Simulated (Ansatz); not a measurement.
ZnO in space group P4/nmm (No. 129; Zn on 2c, O on 2a) at seven volumes, plane-wave PAW LDA (Ansatz code), shape and atoms relaxed at each. One row is withheld.

```csv
V (Å³/atom),P (GPa)
11.882,1.61
12.273,0.87
12.665,?
13.057,0.00
13.449,-0.24
13.840,-0.42
14.232,-0.59
```

**Question.** Fit the shown pressures and predict the withheld one.

**Answer.** P = (3/2)B₀(x^(7/2) − x^(5/2))[1 + (3/4)(B′ − 4)(x − 1)] with x = (V₀/V)^(2/3). Least squares on the six rows gives V₀ = 13.066 Å³/atom, B₀ = 10.6 GPa, B′ = 10.30. At V = 12.665, x = 1.0210 and P = 0.39 GPa. The run itself gave 0.37 GPa.

A made-up cell: these elements were put on the sites of a structure type; neither database checked (COD, Materials Project) lists it. It is not the phase usual at ambient conditions (space group No. 186). Symmetry was held in the LDA relaxation. At this level the phase is dynamically unstable (imaginary phonons). A crystal of weakly bound layers computed without a dispersion correction: the cell and the soft elastic constants depend strongly on that.

Potentials: the later of the program's two PAW sets.
